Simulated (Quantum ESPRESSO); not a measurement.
Strain and stress in CuReSn2Ta4

All numbers below are calculated, not measured. They come from Quantum ESPRESSO 7.5, a public plane-wave density functional program. Each row is one single-point run on a made-up periodic cell of eight metal atoms, with elements, volume, strain and displacements drawn at random and not relaxed, so a cell may be unstable or far from any real phase. There is no spin polarisation or spin-orbit coupling.

Settings: PBE unless stated; PseudoDojo standard norm-conserving files; Fermi-Dirac width 0.25 eV, which means electrons at about 2900 K; cutoff 1252 eV; 8 x 4 x 3 k mesh shifted half a step off Gamma. E is the free energy of the whole cell (internal energy minus TS), so a -TS column is already part of it. Stress is positive in tension, and the pressure P is minus a third of its trace.

Checks: one run of this series was repeated at a higher cutoff and on a denser mesh, which moved values by no more than 0.002 eV, 0.03 GPa and 0.005 eV/Å, and a second program with other atomic files agreed on it to 2 % rms in force and 0.5 GPa in pressure. Known limits: the copper pseudopotential is less sure than most, with forces differing by about three percent and pressure by about two GPa from a second method on plain copper; the tin pseudopotential is less sure than most, with forces differing by about three percent from a second method on plain tin; heavy elements are run without spin-orbit coupling, which real alloys of them have; a spin test at this wide smearing found no moment, but such smearing suppresses magnetism that the real alloy may have.

The lattice is face-centred cubic, and the cell vectors in Å are (-0.038, -2.087, -2.101); (0.046, 4.115, -4.143); (8.209, 0.123, 0.030), a volume of 141.94 Å³ in run 4. The elements on sites 1 to 8 are Sn Sn Ta Ta Cu Ta Re Ta. Each run adds the same stretch e on all three axes to one drawn cell, with the atoms carried along. E is counted from run 4.

| run | e (%) | s_xx (GPa) | s_yy (GPa) | s_zz (GPa) | s_xy (GPa) | P (GPa) | E (meV) |
|---|---|---|---|---|---|---|---|
| 1 | -2.07 | -15.99 | -19.12 | -18.44 | 2.38 | 17.85 | 535.1 |
| 2 | -1.64 | -12.94 | -16.03 | -15.36 | 2.25 | 14.77 | 352.7 |
| 3 | -0.93 | ? | ? | ? | ? | ? | ? |
| 4 | -0.38 | -4.97 | -7.94 | -7.28 | 1.87 | 6.73 | 0.0 |
| 5 | 1.53 | 4.73 | 2.00 | 2.62 | 1.38 | -3.12 | -81.4 |
| 6 | 2.09 | 7.09 | 4.44 | 5.05 | 1.25 | -5.53 | -13.9 |
| 7 | 2.42 | 8.40 | 5.80 | 6.39 | 1.18 | -6.86 | 43.3 |

## Worked fit

A parabola through the runs shown gives P = 4.56 - 5.623 e + 0.379 e² GPa with e in per cent, an error of 0.009 on the linear term and a scatter of 0.04 GPa. The atoms are clamped and the cell is already under stress, so the slope belongs to this path and is not an elastic constant of a real alloy.

## Withheld run

Question: what P should run 3 give?

The fit gives 10.12 ± 0.05 GPa. The calculation gave 10.07 GPa.
